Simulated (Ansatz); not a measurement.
BeTe:
```xyz
2
Lattice="0.0000 2.8284 2.8284 2.8284 0.0000 2.8284 2.8284 2.8284 0.0000" Properties=species:S:1:pos:R:3 pbc="T T T"
Be     0.0000     0.0000     0.0000
Te     1.4142     1.4142     1.4142
```

Tensor components refer to the Cartesian frame of this cell.

**Question.** Give the high-frequency dielectric tensor and the Born effective charge tensors of the independent atoms from DFPT, plane-wave PAW r²SCAN (Ansatz code).

**Answer.** 
ε∞:
```
6.88  0.00  0.00
0.00  6.88  0.00
0.00  0.00  6.88
```
Z* of atom 1 (Be), rows: field, columns: displacement, in e:
```
1.44  0.00  0.00
0.00  1.44  0.00
0.00  0.00  1.44
```
Z* of atom 2 (Te), rows: field, columns: displacement, in e:
```
-1.44   0.00   0.00
 0.00  -1.44   0.00
 0.00   0.00  -1.44
```

Static charges for comparison (Bader): Be1 +1.55, Te2 -1.55 e. Born charges measure polarisation by displacement and can exceed these by far.

Space group F-43m (zinc blende). The cell was relaxed with r²SCAN under the symmetry of its start. Scalar-relativistic: spin–orbit coupling is off unless named, which matters more the heavier the elements.

Potentials: the earlier of the program's two PAW sets. The files were generated under PBE; for other functionals the program regenerates the frozen cores, and for LDA and PBEsol the local potential too.
